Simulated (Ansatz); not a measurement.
MoW:
Space group Fm-3m (No. 225); a = 5.212 Å, b = 5.212 Å, c = 5.212 Å, α = 90.00°, β = 90.00°, γ = 90.00°

```csv
atom,site,symmetry,x,y,z
Mo,4a,m-3m,0.0000,0.0000,0.0000
W,4b,m-3m,0.5000,0.5000,0.5000
```
(The calculation used a cell of 2 atoms; values per cell refer to that cell.)

Relaxed with r²SCAN.

### Question
Which orbitals make up the states near the Fermi level in DFT-r²SCAN in the program Ansatz with PAW potentials?

### Answer
Within 0.5 eV of the Fermi level: Mo 4d 53 %, W 5d 41 %. Projections are on Löwdin-orthogonalised atomic valence shells; empty p or d shells of many metals are not among them.

### Question
Tabulate the density of states.

### Answer
States/eV per cell of 2 atoms, in 0.25 eV bins, energy from the Fermi level.

```tsv
E (eV)	total	Mo 4d	W 5d	W 6s
-7.85	0.05	0.00	0.00	0.02
-7.60	0.09	0.00	0.00	0.04
-7.35	0.12	0.00	0.00	0.05
-7.10	0.15	0.00	0.00	0.07
-6.85	0.18	0.00	0.00	0.08
-6.60	0.21	0.01	0.01	0.09
-6.35	0.24	0.01	0.01	0.10
-6.10	0.28	0.02	0.02	0.12
-5.85	0.33	0.03	0.02	0.13
-5.60	0.60	0.15	0.14	0.15
-5.35	0.88	0.28	0.27	0.17
-5.10	1.14	0.40	0.37	0.19
-4.85	1.45	0.53	0.50	0.23
-4.60	2.11	0.83	0.75	0.30
-4.35	3.08	1.26	1.17	0.41
-4.10	3.09	1.43	1.24	0.26
-3.85	3.08	1.63	1.04	0.14
-3.60	2.08	1.11	0.82	0.08
-3.35	1.91	1.00	0.83	0.03
-3.10	3.03	1.46	1.40	0.04
-2.85	2.56	1.14	1.25	0.02
-2.60	2.23	1.00	1.08	0.03
-2.35	1.96	0.94	0.88	0.03
-2.10	2.24	1.10	0.95	0.04
-1.85	2.97	1.58	1.13	0.05
-1.60	2.70	1.15	1.30	0.05
-1.35	2.09	0.79	1.08	0.06
-1.10	1.82	0.72	0.89	0.05
-0.85	1.34	0.62	0.58	0.03
-0.60	0.79	0.41	0.33	0.00
-0.35	1.32	0.64	0.60	0.02
-0.10	2.16	1.12	0.91	0.04
0.15	1.86	1.01	0.74	0.03
0.40	1.80	1.00	0.68	0.04
0.65	1.80	0.99	0.68	0.04
0.90	2.00	0.97	0.81	0.08
1.15	1.94	0.69	1.03	0.08
1.40	2.31	0.78	1.32	0.07
1.65	1.97	0.72	1.09	0.05
1.90	2.24	0.83	1.16	0.09
2.15	2.94	1.11	1.41	0.16
2.40	3.34	1.31	1.54	0.15
2.65	2.75	1.10	1.26	0.13
2.90	2.29	0.87	1.00	0.12
3.15	2.29	0.87	0.97	0.12
3.40	2.07	0.75	0.83	0.11
3.65	1.93	0.71	0.77	0.08
3.90	1.67	0.66	0.70	0.08
4.15	1.87	0.64	0.69	0.11
4.40	1.68	0.58	0.62	0.09
4.65	1.40	0.46	0.49	0.08
```

The start of the workflow was typed in or built on a structure type; neither database checked (COD, Materials Project) lists it. Its standing as an ambient phase is unchecked. The cell was relaxed with r²SCAN under the symmetry of its start. At this level the phase is mechanically unstable. No spin polarisation was allowed. Its formation energy is positive at this level, so the cell may be metastable or incomplete. Spin–orbit coupling is left out wherever it is not named.

Potentials: the earlier of the program's two PAW sets.
